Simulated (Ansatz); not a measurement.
The elements of this relaxed trial crystal are hidden behind letters.

```
lattice vectors (Å)
   3.2113    0.0000    0.0000
  -1.6057    2.7811    0.0000
   0.0000    0.0000   24.2224
fractional positions
X 0.3333 0.6667 0.5000
X 0.6667 0.3333 0.0000
X 0.6667 0.3333 0.1946
X 0.6667 0.3333 0.3900
X 0.6667 0.3333 0.6100
X 0.6667 0.3333 0.8054
Z 0.3333 0.6667 0.9026
Z 0.3333 0.6667 0.0974
Z 0.3333 0.6667 0.2922
Z 0.3333 0.6667 0.7078
```

All numbers below come from DFT PBE, scalar-relativistic, plane waves, PAW in Ansatz. Settings of the last relaxation (10-atom cell): 420 eV, 12×12×2 k points, Gaussian smearing of 0.10 eV, collinear spin.

| Quantity | Value |
| --- | --- |
| Space group | P-6m2 (No. 187) |
| Conventional cell | a = 3.211 Å, c = 24.222 Å |
| Volume per atom | 21.63 Å³ |
| Density | 2.90 g/cm³ |
| Energy over the elements | −0.15 eV/atom |
| Gap on the 12×12×2 mesh of the 10-atom cell | 0 eV (a metal) |
| Net moment per atom | 0.20 μB |

Energies are uncorrected and count from the elements' standard states at the same level.

Question: X is a d-block element of period 4 and Z is a p-block element of period 3. Which elements are they?

Answer: X = Sc, Z = Al, so the formula is Sc3Al2. Density times volume gives a mean mass of 2.90 × 21.63/1.6605 = 37.8 u per atom, and this set has 37.8 u. Among the elements that the hints allow, noble gases aside, only these give it. Around Sc on a site of symmetry -6m2 lie 12 Sc at 3.21–3.25 Å; Sc on a second site of symmetry -6m2 is surrounded by 6 Al at 3.00 Å and 6 Sc at 3.21 Å; Al on its first site is surrounded by 6 Sc at 3.00 Å and 6 Al at 3.21 Å; 3 more sites not described.

The magnetic state reached may not be the lowest. Symmetry constrained the relaxation, so the result can be a saddle point. Another cell of Sc3Al2 relaxed alike but without spin, in I4/mmm, lies 219 meV/atom lower, so this cell isn't the stable form at this level.
